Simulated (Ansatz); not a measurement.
NaCl₃ (A15 (Cr3Si type), space group No. 223) under volume change, PBEsol in the plane-wave PAW code Ansatz, scaled uniformly.

```csv
V (Å³/atom),E − E(relaxed) (meV/atom),P (GPa)
17.765,22.2,4.44
18.350,9.3,2.69
18.936,2.2,1.23
19.522,0.0,0.00
20.107,1.9,-1.02
20.693,7.3,-1.88
21.279,15.5,-2.59
```

### Question
What does a third-order Birch–Murnaghan fit give for V₀, B₀ and B′?

### Answer
V₀ = 19.52 Å³/atom, B₀ = 37.3 GPa, B′ = 5.0.

Space group Pm-3n (A15 (Cr3Si type)). The workflow started from a Materials Project entry (that database holds measured and hypothetical structures alike); the Crystallography Open Database copy checked does not list it. Its standing as an ambient phase is unchecked. Symmetry was held in the PBEsol relaxation. At this level the phase is mechanically unstable.

Potentials: the later of the program's two PAW sets.
